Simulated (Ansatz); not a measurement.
Polymorphs of TaW, each relaxed with plane-wave PAW r²SCAN (Ansatz code):

A: Cmcm
a = 3.0530 Å, b = 10.2148 Å, c = 4.5092 Å, α = 90.00°, β = 90.00°, γ = 90.00°

```csv
atom,site,symmetry,x,y,z
Ta,4c,m2m,0.0000,0.3513,0.2500
W,4c,m2m,0.0000,0.0859,0.2500
```

B: rock salt (Fm-3m)
a = b = c = 5.344 Å, α = β = γ = 90.00°

```json
[
 {"atom": "Ta", "site": "4a", "symmetry": "m-3m", "x": "0.0000", "y": "0.0000", "z": "0.0000"},
 {"atom": "W", "site": "4b", "symmetry": "m-3m", "x": "0.5000", "y": "0.5000", "z": "0.5000"}
]
```

C: CsCl type (Pm-3m)
a = 3.2269 Å, b = 3.2269 Å, c = 3.2269 Å, α = 90.00°, β = 90.00°, γ = 90.00°

| atom | site | symmetry | x | y | z |
|---|---|---|---|---|---|
| W | 1b | m-3m | 0.5000 | 0.5000 | 0.5000 |
| Ta | 1a | m-3m | 0.0000 | 0.0000 | 0.0000 |

Task: Put the candidates in order of energy per atom at 0 K, lowest first, for r²SCAN.

Result: C (+0 meV/atom), A (+663 meV/atom), B (+1359 meV/atom)

Typed or built starts, not in the databases checked: A; B; C. Unstable at this level: B. All cells were relaxed under the symmetry of their starts (and spin orders); stability against distortions was not tested throughout. Rows with no word on spin ran without spin polarisation. Scalar-relativistic: spin–orbit coupling is off unless named, which matters more the heavier the elements.

Energies hold the estimated change up to a 700 eV cutoff; steps of a few meV lie near the error of the meshes.

Potentials: the earlier of the program's two PAW sets.
